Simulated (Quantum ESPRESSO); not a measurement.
# Band energies of BaTiO₃

```
BaTiO3
1.0
    3.98333     0.00000     0.00000
    0.00000     2.86259     2.87534
    0.00000    -2.86259     2.87534
O Ti Ba
3 1 1
Direct
  0.50000   0.97843   0.49135
  0.50000   0.49135   0.97843
  0.00000   0.48820   0.48820
  0.50000   0.51850   0.51850
  0.00000   0.00341   0.00341
```

norm-conserving PBEsol (Quantum ESPRESSO, 84 Ry, no spin-orbit coupling); path ΓXSRAZΓYX1A1TY,ZT; energies in eV from the valence-band maximum.

```csv
k (1/Å),point,band 16,band 17,band 18,band 19,band 20,band 21,band 22,band 23
0.00,Γ,-1.33,-1.13,-0.50,-0.47,-0.39,2.17,2.37,2.44
0.36,,-1.74,-1.22,-1.06,-0.76,-0.55,2.55,2.80,2.83
0.91,,-2.55,-1.57,-1.02,-0.92,-0.29,3.61,3.68,3.95
1.09,X,-2.65,-1.65,-0.91,-0.84,-0.22,3.72,3.76,4.05
1.48,,-2.26,-1.36,-1.33,-1.07,-0.62,3.08,3.72,3.79
1.86,S,-1.87,-1.82,-1.67,-0.92,-0.76,2.37,3.70,3.73
2.06,,-2.16,-1.66,-1.27,-1.07,-0.74,2.52,3.68,3.74
2.46,,-2.61,-1.62,-1.06,-0.96,-0.15,3.53,3.76,4.00
2.65,R,-2.62,-1.71,-0.93,-0.90,-0.05,3.76,3.78,4.12
3.04,,-2.47,-2.46,-0.63,-0.52,-0.03,3.98,4.01,4.24
3.42,A,-2.38,-2.36,-0.17,-0.02,0.00,4.26,4.30,4.40
3.61,,-2.40,-2.38,-0.31,-0.12,-0.06,4.19,4.19,4.33
4.15,,-2.40,-1.90,-0.97,-0.96,-0.85,2.90,3.74,3.89
4.52,Z,-2.14,-1.66,-1.56,-1.14,-1.01,2.53,3.67,3.83
4.71,,-2.06,-1.61,-1.53,-1.00,-0.93,2.51,3.43,3.59
5.11,,-1.52,-1.21,-0.91,-0.50,-0.36,2.36,2.44,2.53
5.30,Γ,-1.33,-1.13,-0.50,-0.47,-0.39,2.17,2.37,2.44
5.62,,-1.66,-1.10,-1.03,-0.71,-0.57,2.55,2.63,2.79
6.08,,-2.46,-1.43,-1.29,-0.90,-0.41,3.49,3.49,3.77
6.40,Y,-2.65,-1.65,-0.91,-0.84,-0.22,3.72,3.76,4.05
6.40,X1,-2.65,-1.65,-0.91,-0.84,-0.22,3.72,3.76,4.05
6.99,,-2.43,-2.38,-0.19,-0.17,-0.14,4.14,4.27,4.28
7.19,A1,-2.38,-2.36,-0.17,-0.02,0.00,4.26,4.30,4.40
7.19,T,-2.38,-2.36,-0.17,-0.02,0.00,4.26,4.30,4.40
7.78,,-2.59,-2.00,-0.79,-0.75,-0.21,3.76,3.80,4.09
7.97,Y,-2.65,-1.65,-0.91,-0.84,-0.22,3.72,3.76,4.05
7.97,Z,-2.14,-1.66,-1.56,-1.14,-1.01,2.53,3.67,3.83
8.13,,-2.25,-1.46,-1.30,-1.29,-1.08,2.65,3.68,3.83
8.60,,-2.47,-2.33,-0.91,-0.46,-0.37,3.72,3.96,4.07
9.07,T,-2.38,-2.36,-0.17,-0.02,0.00,4.26,4.30,4.40
```

The PBEsol gap is indirect, 2.17 eV, from T to Γ; the smallest direct gap is 2.56 eV.

Geometry of the Materials Project entry, not relaxed at this level.

This is not the ordinary phase of the substance.

Letters of k points follow the standard setting of the lattice, whose axes may be ordered differently from the printed cell.
